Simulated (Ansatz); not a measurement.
CuI:
```cif
data_CuI
_chemical_formula_sum 'Cu1 I1'
_space_group_name_H-M_alt 'P 1'
_space_group_IT_number 1
_cell_length_a 4.29847
_cell_length_b 4.29847
_cell_length_c 4.29847
_cell_angle_alpha 60.000
_cell_angle_beta 60.000
_cell_angle_gamma 60.000
loop_
_space_group_symop_operation_xyz
  'x, y, z'
loop_
_atom_site_label
_atom_site_type_symbol
_atom_site_fract_x
_atom_site_fract_y
_atom_site_fract_z
_atom_site_occupancy
Cu1 Cu 0.75000 0.75000 0.75000 1
I1 I 0.00000 0.00000 0.00000 1
```

Relaxed with PBE.

Task: Tabulate the valence density and the electron localisation function along the shortest Cu–I contact (2.63 Å), plane-wave PAW PBE (Ansatz code).

Result: 

| distance from Cu (Å) | density (e/Å³) | ELF |
|---|---|---|
| 0.26 | 36.08 | 0.77 |
| 0.39 | 16.91 | 0.53 |
| 0.53 | 6.81 | 0.32 |
| 0.66 | 2.66 | 0.22 |
| 0.79 | 1.10 | 0.16 |
| 0.92 | 0.53 | 0.14 |
| 1.05 | 0.38 | 0.16 |
| 1.18 | 0.36 | 0.30 |
| 1.32 | 0.41 | 0.54 |
| 1.45 | 0.51 | 0.68 |
| 1.58 | 0.67 | 0.68 |
| 1.71 | 0.89 | 0.65 |
| 1.84 | 1.23 | 0.60 |
| 1.97 | 2.61 | 0.51 |
| 2.11 | 6.08 | 0.36 |
| 2.24 | 10.90 | 0.21 |
| 2.37 | 15.30 | 0.17 |

The density is the valence pseudo-density with augmentation charge, so density and ELF within about 1 Å of a nucleus are not all-electron values.

Space group F-43m (zinc blende). The PBE relaxation kept the symmetry of its start; phonons on a q-mesh show no instability. No spin polarisation was allowed. Spin–orbit coupling is left out wherever it is not named.

Potentials: the later of the program's two PAW sets.
